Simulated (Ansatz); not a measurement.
V2SiN in space group P6_3/mmc (No. 194; V on 4f, Si on 2d, N on 2a) under volume change, the program Ansatz at the PBE level (PAW), shape and atoms relaxed at each volume.

```tsv
V (Å³/atom)	E − E(relaxed) (meV/atom)	P (GPa)
10.205	67.4	23.11
10.541	28.5	14.20
10.878	6.8	6.67
11.214	0.0	0.00
11.551	6.1	-5.70
11.887	23.3	-10.47
12.223	49.6	-14.53
```

### Question
What does a third-order Birch–Murnaghan fit give for V₀, B₀ and B′?

### Answer
V₀ = 11.21 Å³/atom, B₀ = 202 GPa, B′ = 4.1.

The start of the workflow was typed in or built on a structure type; neither database checked (COD, Materials Project) lists it. Its standing as an ambient phase is unchecked. Symmetry was held in the PBE relaxation; its stability against distortions is not shown here. The workflow began spin-polarised and lost its moments.

Potentials: the earlier of the program's two PAW sets.
